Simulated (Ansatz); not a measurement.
ZrTi₂: how the plane-wave cutoff moves the results

Level of theory: Ansatz 0.2.0, DFT PBEsol, scalar-relativistic, plane waves, PAW.

```yaml
crystal:
  lattice:
    - [4.72441, 0.00000, 0.00000]
    - [-2.36221, 4.09146, 0.00000]
    - [0.00000, 0.00000, 3.00345]
  atoms:
    - { symbol: Zr, position: [0.00000, 0.00000, 0.00000] }
    - { symbol: Ti, position: [0.66667, 0.33333, 0.50000] }
    - { symbol: Ti, position: [0.33333, 0.66667, 0.50000] }
```

| Item | Value |
| --- | --- |
| Γ-centred k-mesh | 12×12×14 |
| occupation rule | Gaussian smearing, 0.1 eV |
| spin treatment | unpolarised |
| valence charge of the PAW sets | Zr 12, Ti 12 |

The atoms stay fixed while the plane-wave cutoff is varied. ΔE is the energy extrapolated to zero smearing, less that of the reference run (500 eV). The cell isn't necessarily relaxed at this level. Pressure is positive in compression and holds a correction for the finite cutoff (Pulay stress).

Question: Tried: 250, 300, 350, 420, 500 eV. From which plane-wave cutoff on does the energy per atom stay within 100, 10 and 1 meV of the reference?

Answer: 300 for 100 meV, 350 for 10 meV, 420 for 1 meV. The reference itself isn't shown to be converged.

```csv
cutoff (eV),ΔE (meV/atom),P (GPa),plane waves at Γ
250,739,-4.62,499
300,97.0,-3.84,693
350,7.28,-3.93,903
420,0.39,-3.94,1133
500,0.00,-3.95,1469
```